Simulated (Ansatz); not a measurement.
Si (diamond, Fd-3m), plane-wave PAW r²SCAN (Ansatz code). The conduction-band minimum lies on the Γ–X line, 84 % of the way from Γ, with 6 equivalent valleys. Second derivatives d²E/dk² of the lowest band at one valley (eV·Å²), along Cartesian directions:

```csv
direction,d²E/dk²
[100],8.181
[010],39.90
[001],39.90
[110],24.05
[101],24.05
[011],39.74
```

Question: Find the principal effective masses, the density-of-states mass and the conductivity mass.

Answer: Off-diagonal terms follow from H_xy = H[110] − (H_xx + H_yy)/2, and m*/mₑ = 7.620 eV·Å² over each eigenvalue: 0.19, 0.19, 0.93. One valley's DOS mass (m₁m₂m₃)^(1/3) = 0.32, conductivity mass 3/(Σ 1/mᵢ) = 0.26 mₑ.

Question: What effective density of states Nc follows at 300 K for parabolic valleys?

Answer: Nc = 2.509e19 × 6 × (0.32)^(3/2) ≈ 2.7e19 cm⁻³.

Symmetry was held in the r²SCAN relaxation.

Potentials: the later of the program's two PAW sets.

Edges and masses are those of Kohn–Sham bands, whose gap is no quasiparticle gap.
